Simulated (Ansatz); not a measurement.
A geometry of Te away from equilibrium: the start of the relaxation of a generated cell, Te placed in the trigonal-Se structure type. Computed with r2SCAN (plane waves to 500 eV, PAW, scalar-relativistic; Ansatz, a quantum-chemistry and plane-wave program). Γ-centred k-mesh 5×5×4 on the run's cell (coarser than for final values), Fermi–Dirac smearing 0.05 eV.

```xyz
3
Lattice="5.0778 0.0000 0.0000 -2.5389 4.3975 0.0000 0.0000 0.0000 5.7610" Properties=species:S:1:pos:R:3 pbc="T T T"
Te     1.1445     0.0000     4.8008
Te    -0.5723     0.9912     0.9602
Te     1.9666     3.4063     2.8805
```

What forces act on the atoms (eV/Å)?


| atom | Fx | Fy | Fz |
|---|---|---|---|
| Te1 | 0.23 | 0.00 | 0.00 |
| Te2 | -0.11 | 0.20 | 0.00 |
| Te3 | -0.11 | -0.20 | 0.00 |

What is the pressure?

-0.2 GPa, compression positive.

How much energy per atom can still be gained by relaxing?

0.03 eV/atom; the path ends in P3₁21 (No. 152) (AFLOW prototype A_hP3_152_a (A8, as in Se)).

No spin polarisation in the result. No dispersion correction is included, so spacings between layers, chains or molecules are soft and tend to come out too large.

The run could not lose the symmetry of its start.
